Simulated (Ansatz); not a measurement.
The slice is one period of a {100} plane through atoms; its size isn't given.

All values below come from PBE (plane waves to 420 eV, PAW, scalar-relativistic; Ansatz, a quantum-chemistry and plane-wave program). Inside the PAW spheres the values are not all-electron values, and peaks at nuclei hang on which shells count as valence.

```
|5555554433221111000000000011112233445555|
|5555554433221111000000000011112233445555|
|4444443322221111111111111111112222334444|
|3333332222111111222222222211111122223333|
|2222222211112233444444444433221111222222|
|1111111111223344556666665544332211111111|
|1111111111334466777788777766443311111111|
|0000001122445577888899888877554422110000|
|0000001122446677889999998877664422110000|
|0000001122446688999999999988664422110000|
|0000001122446677889999998877664422110000|
|0000001122445577888899888877554422110000|
|1111111111334466777788777766443311111111|
|1111111111223344556666665544332211111111|
|2222222211112233444444444433221111222222|
|3333332222111111222222222211111122223333|
|4444443322221111111111111111112222334444|
|5555554433221111000000000011112233445555|
|5555554433221111000000000011112233445555|
|5555554433221111000000000011112233445555|
```
Scale: ten equal steps from -0.74 (start of '0') to 1.55 (end of '9'), in the order '0123456789'. Values: log₁₀ of the valence density in e/Å³. The map has 20 points along u (two characters each, u = 0 at the left) and 20 along v (v = 0 in the bottom row). The scale is logarithmic, as a density can span decades between atoms and voids.

```
|xxxxxx889999663311000000113366999988xxxx|
|xxxxxx999988552200000000002255889999xxxx|
|xx88999988552200000000000000225588999988|
|9999998855220000112222221100002255889999|
|9999885522000022445566554422000022558899|
|7766552200002255778899887755220000225566|
|44332200002255889999xx999988552200002233|
|2211000011447799xxxxxxxxxx99774411000011|
|1100000022558899xxxxxxxxxx99885522000000|
|00000000226699xxxxxxxxxxxxxx996622000000|
|1100000022558899xxxxxxxxxx99885522000000|
|2211000011447799xxxxxxxxxx99774411000011|
|44332200002255889999xx999988552200002233|
|7766552200002255778899887755220000225566|
|9999885522000022445566554422000022558899|
|9999998855220000112222221100002255889999|
|xx88999988552200000000000000225588999988|
|xxxxxx999988552200000000002255889999xxxx|
|xxxxxx889999663311000000113366999988xxxx|
|xxxxxxxx99997744221100112244779999xxxxxx|
```
Scale: ten equal steps from 0.11 (start of '0') to 0.84 (end of '9'), in the order '0123456789'. Values: electron localisation function (ELF). The map has 20 points along u (two characters each, u = 0 at the left) and 20 along v (v = 0 in the bottom row). Points within 0.5 Å of a nucleus are blanked (x), as the pseudised field means little there.

### Question
Which relaxed crystal do these maps come from?
A) HfN (rock salt)
B) NbN (rock salt)
C) TiC (rock salt)
D) PbSe (rock salt)

### Answer
A, HfN (rock salt). Atoms on the slice: N at (0.00, 0.00); Hf at (0.50, 0.50)

All were relaxed with their symmetry unable to fall. HfN is run without spin polarisation. NbN is run without spin polarisation. Spin-orbit coupling is left out. This is a high-temperature form of NbN. TiC is run without spin polarisation.
